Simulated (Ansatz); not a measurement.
Given:

CsPbBr3:
Space group Pm-3m (No. 221); a = b = c = 5.934 Å, α = β = γ = 90.00°

```
atom  site  symmetry       x       y       z
----  ----  --------  ------  ------  ------
Cs      1a      m-3m  0.0000  0.0000  0.0000
Pb      1b      m-3m  0.5000  0.5000  0.5000
Br      3c    4/mm.m  0.0000  0.5000  0.5000
```

This is the r²SCAN-relaxed structure.

All from plane-wave PAW r²SCAN (Ansatz code), unless another level is named. Predict the hole effective mass.

0.17 mₑ (isotropic).

Give the band gap.

2.03 eV (direct).

Predict the formation energy from the elements (no fitted shifts).

-1.48 eV/atom.

Next, the valence-band maximum?

at R.

Give the weight of the valence-edge state by species (Voronoi cells).

Br 71 %, Pb 29 %.

This is a known high-temperature phase of the composition, computed here at zero pressure and temperature. The r²SCAN relaxation kept the symmetry of its start; of distortions, only those at the zone centre were tested. The references are the lowest solids computed at this level, not always the standard phases. Scalar-relativistic: spin–orbit coupling is off unless named, which matters more the heavier the elements.

Potentials: the later of the program's two PAW sets.
